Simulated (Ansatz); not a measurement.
CsZn4P3:
```
CELL_PARAMETERS angstrom
      4.05734     0.00000     0.00000
      0.00000     4.05734     0.00000
      0.00000     0.00000    10.41865
ATOMIC_POSITIONS crystal
  Cs 0.00000 0.00000 0.50000
  Zn 0.50000 0.00000 0.84905
  Zn 0.50000 0.00000 0.15095
  Zn 0.00000 0.50000 0.84905
  Zn 0.00000 0.50000 0.15095
  P  0.50000 0.50000 0.72714
  P  0.50000 0.50000 0.27286
  P  0.00000 0.00000 0.00000
```

Relaxed with r²SCAN. Independent-particle spectrum: no excitons, no local fields, no scissors shift; 0.1 eV broadening; ε₁ of the summed bands alone.

Tabulate the dielectric function from r²SCAN in the plane-wave PAW code Ansatz.



| E (eV) | ε₁ xx | ε₂ xx | ε₁ zz | ε₂ zz |
|---|---|---|---|---|
| 0.0 | 9.85 | 0.00 | 8.88 | 0.00 |
| 0.4 | 10.11 | 0.16 | 8.95 | 0.00 |
| 0.8 | 10.00 | 0.19 | 9.19 | 0.01 |
| 1.2 | 10.51 | 0.14 | 9.62 | 0.05 |
| 1.6 | 11.38 | 0.21 | 10.39 | 0.15 |
| 2.0 | 12.82 | 0.42 | 11.23 | 0.41 |
| 2.4 | 15.38 | 1.61 | 13.16 | 0.81 |
| 2.8 | 19.14 | 4.30 | 16.42 | 1.98 |
| 3.2 | 15.54 | 14.55 | 17.11 | 9.33 |
| 3.6 | 15.18 | 16.66 | 13.96 | 17.43 |
| 4.0 | 4.27 | 21.30 | 8.30 | 14.50 |
| 4.4 | -0.45 | 17.95 | 9.33 | 22.68 |
| 4.8 | -2.76 | 14.02 | -9.98 | 13.13 |
| 5.2 | -5.59 | 10.53 | -3.62 | 6.89 |
| 5.6 | -3.86 | 8.61 | 0.95 | 9.83 |
| 6.0 | -4.93 | 6.71 | -6.26 | 8.73 |
| 6.4 | -4.03 | 4.88 | -4.32 | 4.11 |
| 6.8 | -3.67 | 3.75 | -2.85 | 3.34 |
| 7.2 | -3.07 | 2.69 | -2.19 | 3.06 |
| 7.6 | -2.18 | 2.39 | -2.07 | 2.72 |
| 8.0 | -1.88 | 2.49 | -1.65 | 2.41 |
| 8.4 | -1.79 | 2.11 | -1.18 | 2.13 |
| 8.8 | -1.46 | 1.57 | -1.11 | 2.29 |
| 9.2 | -0.94 | 1.50 | -0.94 | 1.99 |
| 9.6 | -0.76 | 1.39 | -0.76 | 1.88 |
| 10.0 | -0.63 | 1.48 | -0.84 | 1.87 |
| 10.4 | -0.54 | 1.18 | -0.79 | 1.51 |
| 10.8 | -0.17 | 1.10 | -0.53 | 1.30 |
| 11.2 | 0.07 | 1.13 | -0.38 | 1.21 |
| 11.6 | 0.30 | 1.48 | -0.24 | 1.23 |
| 12.0 | 0.21 | 1.75 | -0.15 | 1.20 |

From ε at 1.3 eV (xx: 10.69 + 0.15i), find n, k, the normal reflectivity and the absorption coefficient.

n = 3.27, k = 0.023, R = 28 %, α = 2kE/ħc = 3000 cm⁻¹.

With all bands, ε∞ without local fields is 9.94 (xx = yy), 8.96 (zz).

Space group P4/mmm. The workflow started from a Materials Project entry (that database holds measured and hypothetical structures alike); the Crystallography Open Database files this formula in space group No. 123, but the cells were not matched. Whether it is the stable phase at ambient conditions was not checked. The cell was relaxed with r²SCAN under the symmetry of its start; whether a distortion lowers the energy is not shown. Scalar-relativistic: spin–orbit coupling is off unless named, which matters more the heavier the elements.

Potentials: the later of the program's two PAW sets.
